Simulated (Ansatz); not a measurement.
Cu Kα1 powder pattern (kinematic, no thermal factors).
| 2θ (°) | relative intensity | assignment |
| --- | --- | --- |
| 18.17 | 4 | 1 0 0 |
| 25.80 | 100 | 1 1 0 |
| 31.74 | 25 | 1 1 1 |
| 36.82 | 49 | 2 0 0 |
| 41.35 | 3 | 2 1 0 |
| 45.51 | 46 | 2 1 1 |
| 53.05 | 34 | 2 2 0 |
| 56.55 | 2 | 3 0 0 |
| 59.91 | 21 | 3 1 0 |
| 63.16 | 10 | 3 1 1 |
| 66.32 | 11 | 2 2 2 |
| 72.43 | 24 | 3 2 1 |
| 78.33 | 5 | 4 0 0 |
| 81.24 | 1 | 4 1 0 |
| 84.12 | 12 | 4 1 1 |
| 86.98 | 4 | 3 3 1 |
| 89.84 | 16 | 4 2 0 |

The pattern is computed from a structure relaxed with Ansatz 0.2.0, DFT PBE, scalar-relativistic, plane waves, PAW. Collinear spin, ending at 1.4 μB a primitive cell. Its elements are Hf, S, Zr.

**Question.** Give the structure.

**Answer.** HfZrS$_{3}$.
Space group Pm-3m (No. 221). a = 4.879 Å, b = 4.879 Å, c = 4.879 Å, α = 90.00°, β = 90.00°, γ = 90.00°
| atom | site | symmetry | x | y | z |
| --- | --- | --- | --- | --- | --- |
| Zr | 1b | m-3m | 0.5000 | 0.5000 | 0.5000 |
| Hf | 1a | m-3m | 0.0000 | 0.0000 | 0.0000 |
| S | 3c | 4/mm.m | 0.0000 | 0.5000 | 0.5000 |

A pattern alone doesn't exclude other cells with like lines; this is the one computed.

Another cell of HfZrS3 relaxed alike, in R3m, lies 0.64 eV/atom lower, so this cell isn't the stable form at this level.

The structure comes from a generated guess; another structure or a mixture of phases may lie lower.
